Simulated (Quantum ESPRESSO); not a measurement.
## Band energies of Pb$_{2}$SeS

```xyz
4
Lattice="4.2971 0.0000 0.0000 0.0000 4.2971 0.0000 0.0000 0.0000 6.0924" Properties=species:S:1:pos:R:3 pbc="T T T"
S      0.0000     0.0000     3.0462
Se     2.1486     2.1486     0.0000
Pb     0.0000     0.0000     0.0000
Pb     2.1486     2.1486     3.0462
```

PBEsol (pw.x of Quantum ESPRESSO, ONCV potentials, with spin-orbit coupling); path ΓXMΓZRAZ,XR,MA; energies in eV from the Fermi level.

```
k (1/Å)  point  band 50  band 51  band 52  band 53  band 54  band 55  band 56  band 57
-------  -----  -------  -------  -------  -------  -------  -------  -------  -------
0.00         Γ    -1.69     3.24     3.24     3.89     3.89     4.48     4.48     5.58
0.24              -1.36     2.55     2.55     3.59     3.59     4.27     4.27     4.47
0.61              -0.36     0.82     0.82     1.66     1.66     2.40     2.40     2.91
0.73         X    -0.60     0.97     0.97     1.19     1.19     2.37     2.37     2.61
0.85              -0.70     1.25     1.25     1.32     1.32     2.85     2.85     2.96
1.22              -2.52     3.64     3.64     3.75     3.75     4.21     4.21     4.33
1.46         M    -2.91     3.88     3.88     3.89     3.89     4.33     4.33     4.51
1.77              -1.81     3.02     3.02     3.61     3.61     4.20     4.20     4.35
1.98              -0.78     1.84     1.84     2.15     2.15     4.28     4.28     4.61
2.29              -1.29     2.63     2.63     3.76     3.76     4.26     4.26     4.61
2.50         Γ    -1.69     3.24     3.24     3.89     3.89     4.48     4.48     5.58
2.62              -1.54     3.00     3.00     3.94     3.94     4.34     4.34     5.07
2.88              -0.87     1.70     1.70     3.09     3.09     4.24     4.24     4.36
3.01         Z    -1.55     1.99     1.99     2.30     2.30     4.25     4.25     4.48
3.22              -1.34     1.73     1.73     1.97     1.97     3.63     3.63     3.73
3.43              -0.81     1.02     1.02     1.16     1.16     2.56     2.56     2.65
3.74         R    -0.01     0.01     0.01     0.14     0.14     1.52     1.52     1.60
3.95              -0.55     0.70     0.70     0.87     0.87     2.30     2.30     2.35
4.27              -0.70     1.59     1.59     1.65     1.65     3.98     3.98     4.39
4.47         A    -0.68     1.80     1.80     1.85     1.85     4.33     4.33     4.63
4.73              -0.74     1.54     1.54     1.61     1.61     3.71     3.71     4.16
4.99              -0.65     1.03     1.03     1.14     1.14     2.41     2.41     2.57
5.16              -0.76     1.24     1.24     1.35     1.35     2.71     2.71     2.89
5.42              -1.51     1.94     1.94     2.24     2.24     4.10     4.10     4.28
5.51         Z    -1.55     1.99     1.99     2.30     2.30     4.25     4.25     4.48
5.51         X    -0.60     0.97     0.97     1.19     1.19     2.37     2.37     2.61
5.82              -0.31     0.47     0.47     0.61     0.61     1.97     1.97     2.09
6.02         R    -0.01     0.01     0.01     0.14     0.14     1.52     1.52     1.60
6.02         M    -2.91     3.88     3.88     3.89     3.89     4.33     4.33     4.51
6.23              -2.42     3.69     3.69     3.73     3.73     4.15     4.15     4.35
6.54         A    -0.68     1.80     1.80     1.85     1.85     4.33     4.33     4.63
```

Along the path the PBEsol gap is only about 0.02 eV, below what this setup resolves reliably; no G0W0 run was built on it. Semilocal functionals shrink small gaps, and the order of the bands at the edge may be inverted.

Geometry of the Materials Project entry, not relaxed at this level.

The structure is a Materials Project entry; no match was found in the copy of COD used, and its stability was not checked.
